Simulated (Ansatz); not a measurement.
**Elastic constants of ZrHg: input and output**

All numbers below come from Ansatz 0.2.0, DFT LDA, scalar-relativistic, plane waves, PAW.

Launched with:
```bash
ansatz run input.yaml --threads 1 --pin off --max-ram 3072MiB --backend cpu --events-out ev --progress --plain --runs-dir out
```

Input (bare energies are in eV):
```yaml
crystal:
  lattice:
    - [3.0847426188, 0.0, 0.0]
    - [0.0, 3.0847426188, 0.0]
    - [0.0, 0.0, 4.1967569251]
  atoms:
    - { symbol: Zr, position: [0.5, 0.5, 0.5] }
    - { symbol: Hg, position: [0.0, 0.0, 0.0] }
basis:
  ecutwfc: 420
kpoints:
  mp_grid: { grid: [14, 14, 10] }
hamiltonian:
  xc: lda
scf:
  occupations: { method: fermi_dirac, width: 0.15 }
output:
  forces: true
  stress: true
  eigenvalues: true
elastic:
  mode: relaxed_ion
  amplitude: 0.005
```

From the output:
```
--- Elastic constants: 4 strain directions × 4 members + reference (group order 16) ---
  dense FFT box of the reference and of every strained cell: 24×24×30
  strains applied: 11, 33, 23, 12; error gains: componentwise 1.00 (the most a stress slope's error grows in a printed constant), spectral 1.41 (1 for all six strains in a standard setting)
  C = ∂σ_k/∂η_j (tension-positive GPa; Voigt order 11 22 33 23 13 12):
       142.006    110.675    111.049      0.000      0.000     -0.000
       110.675    142.006    111.049      0.000      0.000     -0.000
       111.038    111.038    185.679      0.000      0.000     -0.000
         0.000      0.000      0.000     84.365      0.000      0.000
         0.000      0.000      0.000      0.000     84.365      0.000
        -0.000     -0.000      0.000      0.000      0.000     33.918
  reference stress σ⁰ (GPa):     -0.006     -0.006      0.004     -0.000     -0.000     -0.000
  C* (energy form; C + prestress term) asymmetry max|C*_kj − C*_jk| = 1.288e-3 GPa — a small one proves nothing (zero by symmetry where the batch's group is 432, −43m or m−3m); a large one is finite-difference/SCF noise where every solve ...
  moduli (Voigt/Reuss/Hill, GPa): K = 126.14/123.74/124.94   G = 49.66/33.11/41.38   E = 111.80   ν = 0.351
  mechanically stable: yes (min eigenvalue of sym C = 31.33 GPa)
  strain η (Voigt 11):  stress-route row diagonal C_11 = 142.01 GPa, energy-path curvature d²(F+E_count+ΔE)/dδ²/Ω₀ = 142.02 GPa
    cells at ±δ against ±2δ: C11 142.11 and 142.43 GPa, apart by 0.22 % of the column's largest entry
         δ    σ_11 (GPa) F (eV) n_scf n_hpsi n_pw
    -1.000e-2      -1.4876      -17600.6759697      10  152876    792   relax 0 steps, max|allowed force component| 6.31e-30 eV/Å
    -5.000e-3      -0.7308      -17600.6773472       5  131697    796   relax 0 steps, max|allowed force component| 0.00e0 eV/Å
     5.000e-3       0.6903      -17600.6773725       5  132845    800   relax 0 steps, max|allowed force component| 0.00e0 eV/Å
     1.000e-2       1.3610      -17600.6760922       8  128667    802   relax 0 steps, max|allowed force component| 3.25e-30 eV/Å
  strain η (Voigt 33):  stress-route row diagonal C_33 = 185.68 GPa, energy-path curvature d²(F+E_count+ΔE)/dδ²/Ω₀ = 185.74 GPa
    cells at ±δ against ±2δ: C13 111.08 and 111.18 GPa, apart by 0.05 % of the column's largest entry
         δ    σ_33 (GPa) F (eV) n_scf n_hpsi n_pw
    -1.000e-2      -1.9012      -17600.6754570       9   86429    790   relax 0 steps, max|allowed force component| 2.96e-31 eV/Å
    -5.000e-3      -0.9368      -17600.6772250       5   75137    796   relax 0 steps, max|allowed force component| 2.56e-30 eV/Å
     5.000e-3       0.9200      -17600.6772236       5   75287    804   relax 0 steps, max|allowed force component| 3.16e-30 eV/Å
     1.000e-2       1.8126      -17600.6755191       8   71983    806   relax 0 steps, max|allowed force component| 9.86e-32 eV/Å
  strain η (Voigt 23):  stress-route row diagonal C_44 = 84.37 GPa, energy-path curvature d²(F+E_count+ΔE)/dδ²/Ω₀ = 84.39 GPa
    cells at ±δ against ±2δ: C44 84.37 and 84.37 GPa, apart by 0.00 % of the column's largest entry
         δ    σ_23 (GPa) F (eV) n_scf n_hpsi n_pw
    -1.000e-2      -0.8437      -17600.6767513       8  215891    795   relax 0 steps, max|allowed force component| 7.00e-30 eV/Å
    -5.000e-3      -0.4218      -17600.6775398       3  151668    796   relax 0 steps, max|allowed force component| 0.00e0 eV/Å
     5.000e-3       0.4218      -17600.6775398       3  151935    796   relax 0 steps, max|allowed force component| 0.00e0 eV/Å
     1.000e-2       0.8437      -17600.6767513       7  183606    795   relax 0 steps, max|allowed force component| 7.10e-30 eV/Å
  strain η (Voigt 12):  stress-route row diagonal C_66 = 33.92 GPa, energy-path curvature d²(F+E_count+ΔE)/dδ²/Ω₀ = 33.97 GPa
    cells at ±δ against ±2δ: C66 33.93 and 33.95 GPa, apart by 0.07 % of the column's largest entry
         δ    σ_12 (GPa) F (eV) n_scf n_hpsi n_pw
    -1.000e-2      -0.3395      -17600.6773818       8  128112    794   relax 0 steps, max|allowed force component| 1.97e-31 eV/Å
    -5.000e-3      -0.1696      -17600.6776979       3   89187    794   relax 0 steps, max|allowed force component| 2.52e-29 eV/Å
     5.000e-3       0.1696      -17600.6776979       3   88924    794   relax 0 steps, max|allowed force component| 1.42e-29 eV/Å
     1.000e-2       0.3395      -17600.6773818       7  108599    794   relax 0 steps, max|allowed force component| 1.34e-29 eV/Å
```

It took 3.4 min on 1 thread of Intel(R) Xeon(R) Platinum 8488C (Sapphire Rapids), on a shared host, peak memory 0.72 GiB.

In a metal, frequencies and elastic constants depend on the k mesh and the smearing, soft modes and shear constants most. Spin–orbit coupling is left out, which can shift energies with elements as heavy as these.